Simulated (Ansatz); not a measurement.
Relaxed CdSe (wurtzite):

```
CdSe
1.0
    4.33999     0.00000     0.00000
   -2.17000     3.75854     0.00000
    0.00000     0.00000     7.07803
Cd Se
2 2
Direct
  0.66667   0.33333   0.00056
  0.33333   0.66667   0.50056
  0.66667   0.33333   0.62464
  0.33333   0.66667   0.12464
```

Calculation: r2SCAN (plane waves to 500 eV, PAW, scalar-relativistic; Ansatz, an electronic-structure program). k mesh 7×7×4 (Γ-centred), Fermi-Dirac smearing 0.05 eV. CdSe was relaxed with its symmetry unable to fall.

One atom of the cell was then moved (with its periodic images), all else fixed, and the forces (eV/Å) came out as:

```
atom      Fx      Fy      Fz
----  ------  ------  ------
Cd1   -0.042  -0.007  -0.004
Cd2   -1.667   0.725  -0.527
Se3    1.672  -0.740   0.446
Se4    0.037   0.022   0.085
```

Task: Which atom was moved, and by which vector (Å)?

Result: Cd2, by (0.32, 0.00, 0.00), 0.32 Å in all.

(For displaced atoms, the force is minus the slope of the energy, and its curvature is a force constant, which sets phonon frequencies.)
